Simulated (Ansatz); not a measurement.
GaBi (rock salt, Fm-3m), a = b = c = 5.8859 Å, α = β = γ = 90.00°; the cell used has 2 atoms.

Relaxed with PBEsol.

Q: Decompose the optical modes at the zone centre into irreducible representations, and say which are infrared and Raman allowed.

A: Point group m-3m: Γ_opt = T1u. Infrared: T1u. Raman: none.

Q: Assign frequencies (DFPT, DFT-PBEsol in the program Ansatz with PAW potentials).

A: T1u 111 cm⁻¹.

The cell is a constructed one: a structure type filled with these elements; neither database checked (COD, Materials Project) lists it. Whether it is the stable phase at ambient conditions was not checked. Symmetry was held in the PBEsol relaxation; of distortions, only those at the zone centre were tested. As this level gives no gap, phonon frequencies hold no LO–TO term and depend on the k-mesh and smearing (Fermi–Dirac, 0.1 eV here). Spin–orbit coupling is left out wherever it is not named.

Potentials: the later of the program's two PAW sets.
